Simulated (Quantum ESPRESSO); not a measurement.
pw.x input (Quantum ESPRESSO 7.5; PBEsol, PseudoDojo standard norm-conserving files, scalar-relativistic):

```
&CONTROL
  calculation = 'scf'
  pseudo_dir = './pseudo'
  outdir = './out'
  tprnfor = .true.
  tstress = .true.
/
&SYSTEM
  ibrav = 0
  nat = 12
  ntyp = 3
  ecutwfc = 84.0
  ecutrho = 336.0
  occupations = 'smearing'
  smearing = 'fd'
  degauss = 0.002
  nbnd = 57
/
&ELECTRONS
  conv_thr = 1.2e-09
/
ATOMIC_SPECIES
O 15.9990 O.upf
S 32.0600 S.upf
Pd 106.4200 Pd.upf
CELL_PARAMETERS angstrom
  3.745155000000  -3.180135000000   0.000000000000
  3.745155000000   3.180135000000   0.000000000000
 -1.443848000000   0.000000000000   7.642446000000
ATOMIC_POSITIONS crystal
O   0.884020000000   0.775800000000   0.209540000000
O   0.115980000000   0.224200000000   0.790460000000
O   0.224200000000   0.115980000000   0.290460000000
O   0.775800000000   0.884020000000   0.709540000000
O   0.223160000000   0.807600000000   0.594890000000
O   0.776840000000   0.192400000000   0.405110000000
O   0.192400000000   0.776840000000   0.905110000000
O   0.807600000000   0.223160000000   0.094890000000
S   0.925760000000   0.074240000000   0.250000000000
S   0.074240000000   0.925760000000   0.750000000000
Pd   0.500000000000   0.000000000000   0.500000000000
Pd   0.000000000000   0.500000000000   0.000000000000
K_POINTS automatic
6 6 4 0 0 0
```

End of the output:

```

[...]
     the Fermi energy is     4.7101 ev
!    total energy              =    -846.85917956 Ry
     estimated scf accuracy    <          1.1E-10 Ry
     smearing contrib. (-TS)   =      -0.00000000 Ry
     internal energy E=F+TS    =    -846.85917956 Ry
     The total energy is F=E-TS. E is the sum of the following terms:
     one-electron contribution =    -567.79534772 Ry
     hartree contribution      =     320.95315483 Ry
     xc contribution           =    -160.65910401 Ry
     ewald contribution        =    -439.35788267 Ry
     convergence has been achieved in  12 iterations
     Forces acting on atoms (cartesian axes, Ry/au):
     atom    1 type  1   force =     0.00526140   -0.00365172   -0.00953927
     atom    2 type  1   force =    -0.00526140    0.00365172    0.00953927
     atom    3 type  1   force =    -0.00526140   -0.00365172    0.00953927
     atom    4 type  1   force =     0.00526140    0.00365172   -0.00953927
     atom    5 type  1   force =     0.01319963    0.00510509    0.00184201
     atom    6 type  1   force =    -0.01319963   -0.00510509   -0.00184201
     atom    7 type  1   force =    -0.01319963    0.00510509   -0.00184201
     atom    8 type  1   force =     0.01319963   -0.00510509    0.00184201
     atom    9 type  2   force =     0.00000000   -0.00201226    0.00000000
     atom   10 type  2   force =     0.00000000    0.00201226    0.00000000
     atom   11 type  3   force =    -0.00000000    0.00000000   -0.00000000
     atom   12 type  3   force =     0.00000000    0.00000000    0.00000000
     Total force =     0.036755     Total SCF correction =     0.000030
     Computing stress (Cartesian axis) and pressure
          total   stress  (Ry/bohr**3)                   (kbar)     P=      -40.01
  -0.00031354   0.00000000   0.00005710          -46.12        0.00        8.40
   0.00000000  -0.00020281   0.00000000            0.00      -29.84        0.00
   0.00005710   0.00000000  -0.00029959            8.40        0.00      -44.07
```
In a gapped system the printed Fermi energy is only some level inside the gap.

Spin-orbit coupling is not included.

Geometry of the Materials Project entry, not relaxed at this level.
